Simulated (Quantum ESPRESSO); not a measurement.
# Computed records: YAlZnF8 (made-up cell, one site empty)

Computed with Quantum ESPRESSO 7.5. Calculation on a made-up crystal cell, not a measurement: periodic Kohn-Sham density functional theory in plane waves with PseudoDojo standard norm-conserving scalar-relativistic pseudopotentials, each functional with its own files (v0.5 for PBE, v0.4.1 for LDA and PBEsol), no spin polarisation, no spin-orbit coupling, atoms not relaxed, stress positive in tension, energies less a fixed whole-eV offset for each atom's element; levels are Kohn-Sham levels at fractions of this cell's reciprocal vectors, counted from the reference band (half the neutral cell's valence electrons, rounded up) at Gamma; error bars cover cutoff and k-mesh only, not smearing or the files; each bar is the largest change over components, and at least 0.002 eV, 0.002 eV per angstrom or 0.02 GPa; added strain carries the atoms with the cell, and shear is the tensor component; no dispersion term; energies are for the whole cell, and the offsets were chosen from early runs and are not element reference energies; machines and their load varied, so run times do not measure scaling.

```xyz
11
Lattice="5.1839 0.0000 0.0000 0.0000 5.1839 0.0000 0.0000 0.0000 5.1839" Properties=species:S:1:pos:R:3 formula=YAlZnF8 lattice_type=fluorite empty_site=1 functional=pbe cutoff=1143 fermi_dirac_smearing=0.025 scf_tolerance=1e-07 electrons_removed=0 run_command=mpirun_-np_4_pw.x_-nk_4_-in_in run_processor=Intel_Xeon,2023_or_later,virtual_cores k_mesh=4_x_4_x_4,shifted_by_half_a_step free_energy_less_offsets=22.27 scf_iterations=10 smearing_term_minus_ts=0 pressure=-5.124 stress_xx=6.858 stress_yy=2.99 stress_zz=5.523 stress_yz=0.07164 stress_xz=-0.1074 stress_xy=0.548 reference_band=45 error_bar_energy=0.003248 error_bar_stress=0.02 error_bar_force=0.002 error_bar_next_band_up=0.002 error_bars_from=tighter_rerun_of_this_cell wall_time_of_scf_and_band_steps_on_a_shared_machine=84.9
Zn    -0.0148     2.5747     2.5478
Y      2.5611     0.1099     2.6241
Al     2.6225     2.6555     0.0037
F      1.2800     1.3148     1.3408
F      1.3484     1.3200     3.8935
F      1.3093     3.8986     1.2757
F      1.2783     3.8060     3.8096
F      3.9311     1.3200     1.3395
F      3.8935     1.2815     3.8063
F      3.8868     3.8798     1.2920
F      3.8976     3.8755     3.8326
```

Units: cutoff, fermi_dirac_smearing, scf_tolerance, free_energy_less_offsets, smearing_term_minus_ts, error_bar_energy, error_bar_next_band_up in eV; pressure, stress_xx, stress_yy, stress_zz, stress_yz, stress_xz, stress_xy, error_bar_stress in GPa; error_bar_force in eV/Å; wall_time_of_scf_and_band_steps_on_a_shared_machine in s.

Atoms:
```csv
atoms element,atom site,atom energy offset (eV)
Zn,2,-5687
Y,3,-1098
Al,4,-64
F,5,-677
F,6,-677
F,7,-677
F,8,-677
F,9,-677
F,10,-677
F,11,-677
F,12,-677
```

Forces:
```csv
site,x (eV/Å),y (eV/Å),z (eV/Å)
2,0.0515,0.3841,0.008213
3,0.1501,-1.812,-0.6481
4,-0.09999,0.7494,0.04539
5,0.7544,1.409,-0.8279
6,0.4617,1.337,1.268
7,1.092,-1.372,-0.888
8,1.071,-0.8775,0.7568
9,-1.042,1.233,-1.11
10,-0.1599,1.635,1.343
11,-1.132,-1.305,-0.8642
12,-1.146,-1.381,0.9163
```

Levels:
```csv
level k point,next band up (eV)
Gamma,3.383
"(1/2,1/2,1/2)",5.087
"(0.15,0,0)",3.568
"(0,0.15,0)",3.561
"(0,0,0.15)",3.603
```
